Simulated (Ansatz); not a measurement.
(CH3)2Te on a (110) slab of SnO2 (P4_2/mnm (No. 136)), 6 planes, outer planes O (top) and O (bottom), 1 a cell of 65.7 Å², relaxed and still whole (its atoms last):

```
CELL_PARAMETERS angstrom
9.69013 0.00000 0.00000
0.00000 6.77887 0.00000
0.00000 0.00000 26.15588
ATOMIC_POSITIONS crystal
O 0.00000 0.00000 0.30586
O 0.33333 0.00000 0.30586
O 0.66667 0.00000 0.30586
Sn 0.00000 0.50000 0.35608
Sn 0.33333 0.50000 0.35608
Sn 0.66667 0.50000 0.35608
Sn 0.16667 0.00000 0.35608
Sn 0.50000 0.00000 0.35608
Sn 0.83333 0.00000 0.35608
O 0.16667 0.30621 0.35608
O 0.50000 0.30621 0.35608
O 0.83333 0.30621 0.35608
O 0.16667 0.69379 0.35608
O 0.50000 0.69379 0.35608
O 0.83333 0.69379 0.35608
O 0.00000 0.00000 0.40631
O 0.33333 0.00000 0.40631
O 0.66667 0.00000 0.40631
O 0.99778 0.50708 0.43511
O 0.33315 0.50801 0.43493
O 0.66941 0.50738 0.43504
Sn 0.99913 0.99921 0.48219
Sn 0.33346 0.00820 0.48586
Sn 0.66747 0.00026 0.48212
Sn 0.16523 0.50266 0.49027
Sn 0.50210 0.50323 0.48936
Sn 0.83379 0.50036 0.49258
O 0.16450 0.81511 0.49405
O 0.50271 0.81522 0.49387
O 0.83292 0.81458 0.49521
O 0.15974 0.19258 0.48670
O 0.50637 0.19290 0.48596
O 0.83344 0.18638 0.49356
O 0.00146 0.49941 0.53786
O 0.33510 0.48392 0.53607
O 0.66504 0.49591 0.53767
C 0.29514 0.80110 0.62532
Te 0.32578 0.09629 0.59641
C 0.54509 0.09608 0.60912
H 0.33794 0.79451 0.66405
H 0.18344 0.77584 0.62632
H 0.34268 0.69385 0.59932
H 0.56312 0.10828 0.65029
H 0.58864 0.22405 0.58903
H 0.58557 0.95529 0.59495
```

These are results of DFT PBE+D3(BJ), scalar-relativistic, plane waves, PAW (Ansatz 0.2.0), not measurements. Settings: cutoff 420 eV, Γ-centred mesh 2×2×1 on the computed 45-atom cell, Gaussian smearing of 0.05 eV; no spin polarisation. The cell repeats along c with a dipole correction in the vacuum.

It binds with 1.80 eV a molecule against the clean slab and the free molecule (no zero-point or thermal terms); its shortest contact is H–O 2.18 Å. Take first-order desorption with no barrier to adsorption, no reaction on the face and an assumed prefactor of 10^13 s⁻¹.

**Question.** How long does a molecule stay at 300 K?

**Answer.** τ = ν⁻¹·exp(E/k_BT) with k_BT = 0.0259 eV: E/k_BT = 69.6, so τ ≈ 2×10^17 s. It doesn't desorb at this temperature.

**Question.** Where does its peak lie in a desorption experiment heated at 5 K/s?

**Answer.** The peak obeys E/(k_B·T_p²) = (ν/β)·exp(−E/k_BT_p). Solving gives T_p ≈ 666 K (E/k_BT_p = 31.4). An error of 0.1 eV in E moves it by about 37 K, and larger molecules have larger prefactors, which lowers it.

**Question.** Is this physisorption or chemisorption?

**Answer.** The tightest contact, Te–Sn 2.95 Å, is 1.07 times the sum of covalent radii, and deformation and lateral interaction add up to +0.23 eV. This is chemisorption.

The clean reference is an ideal cut relaxed in this small cell. Real faces with dangling bonds reconstruct or are passivated, and a lower clean face would weaken the binding, shorten τ and lower T_p.

The molecule may also break up before it leaves, which wasn't tried.